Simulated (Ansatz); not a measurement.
A generator proposed this cell of Na₅H.

Space group P6/mmm (No. 191). a = 5.333 Å, b = 5.333 Å, c = 4.334 Å, α = 90.00°, β = 90.00°, γ = 120.00°
```csv
atom,site,symmetry,x,y,z
Na,3g,mmm,0.0000,0.5000,0.5000
Na,2c,-6m2,0.3333,0.6667,0.0000
H,1a,6/mmm,0.0000,0.0000,0.0000
```

These are results of DFT PBE, scalar-relativistic, plane waves, PAW (Ansatz 0.2.0), not measurements. Settings: cutoff 420 eV, Γ-centred mesh 6×6×4 on the computed 6-atom cell, Gaussian smearing of 0.10 eV; no spin polarisation.

The zero of energy is the elements' standard structures at the same level (H₂ as a molecule); no fitted shifts are applied.

Task: What does a single point on this coarse mesh give?

Result: The pressure is 19.0 GPa (the mean over three directions, positive in compression), the largest force is 0.00 eV/Å (symmetry fixes the atoms), and the energy is +1.08 eV/atom against the elements. The shortest distance is 2.66 Å.

Task: Is it a good guess?

Result: A rough one: relaxing gains about 0.69 eV/atom (the start's value is from the coarse mesh, so the gain is rough) in 17 ionic steps and ends at +0.38 eV/atom on the finer mesh. The symmetry stays P6/mmm (No. 191). The end has the CaCu5 type. The volume per atom grows by 114.7 %, from 17.8 to 38.2 Å³. The shortest distance goes from 2.66 Å (Na–Na) to 3.26 Å (Na–Na). The ratio c/a of the conventional cell changes by a factor of 1.17. Conventional cell: a = 6.528 Å, c = 6.210 Å. Na on a site of symmetry mmm has 4 Na at 3.26 Å and 4 Na at 3.63 Å; Na on a site of symmetry -6m2 is surrounded by 9 Na at 3.63–3.77 Å and 3 H at 3.77 Å; H is surrounded by 6 Na at 3.77 Å (long against the sum of covalent radii).

The last run used a 6×6×6 mesh for its 6-atom cell and Gaussian smearing of 0.10 eV. H stands nearly free of neighbours here, and without spin polarisation the energy of such atoms comes out too high. With hydrogen, zero-point motion can shift formation energies by some tens of meV/atom. The relaxation can't lower the symmetry of the start, and the grade says only how near the guess is to its own end. A structure relaxed within its symmetry needn't be a true minimum. Another cell of Na5H relaxed alike, in P-62m, lies 298 meV/atom lower, so this cell isn't the stable form at this level.
